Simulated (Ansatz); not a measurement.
Starting cell, Nb (bcc, W type):

```
Nb
1.0
   -3.30961     3.30961     3.30961
    1.65480    -1.65480     1.65480
    1.65480     1.65480    -1.65480
Nb
2
Direct
  0.00000   0.00000   0.00000
  0.50000   0.00000   0.00000
```

In this cell atom 2 (Nb, nearest neighbour Nb at 2.866 Å; its periodic images, 2.9 Å or more away, move with it) is moved by s along Cartesian [110], unit vector (0.707, 0.707, 0.000); all other atoms and the cell stay fixed.

These are PBE (plane waves to 420 eV, PAW, scalar-relativistic; Ansatz, a quantum-chemistry and plane-wave program) values and carry that method's errors. k mesh 8×16×16 (Γ-centred), Fermi-Dirac smearing 0.05 eV. The energy includes the smearing's −TS. Left out: 2 of 11 points, with atoms too close for the PAW data. With partly filled bands, energies and forces of such displacements shift with the k mesh and the smearing. On this mesh the relaxed cell isn't quite at rest: it carries a pressure of -0.1 GPa (compression positive) at the zero of the scan. Nb is run without spin polarisation. Nb was relaxed with its symmetry unable to fall. ΔE is measured from the undisplaced structure. The last digit holds for this mesh only.

```json
[
 {"s (Å)": "-0.456", "ΔE (meV/cell)": "457.5"},
 {"s (Å)": "-0.342", "ΔE (meV/cell)": "260.0"},
 {"s (Å)": "-0.228", "ΔE (meV/cell)": "118.0"},
 {"s (Å)": "-0.114", "ΔE (meV/cell)": "withheld"},
 {"s (Å)": "0.000", "ΔE (meV/cell)": "0.0"},
 {"s (Å)": "0.114", "ΔE (meV/cell)": "withheld"},
 {"s (Å)": "0.228", "ΔE (meV/cell)": "118.0"},
 {"s (Å)": "0.342", "ΔE (meV/cell)": "260.0"},
 {"s (Å)": "0.456", "ΔE (meV/cell)": "457.5"}
]
```

### Question
Fit an even polynomial form (powers 2, 4, 6) to the given rows and predict ΔE at s = -0.114.

### Answer
Least squares on the 7 given rows: ΔE = (2326)·s² + (-1237)·s⁴ + (3040)·s⁶, in meV/cell with s in Å; root-mean-square residual 0.00 meV/cell. At -0.114 the fit gives 30.0 meV/cell; the calculation gives 30.3 meV/cell, so the interpolation is off by -0.3 (-1.0 %). The quadratic term alone would give 30.2 meV/cell.

(For displaced atoms, the force is minus the slope of the energy, and its curvature is a force constant, which sets phonon frequencies.)
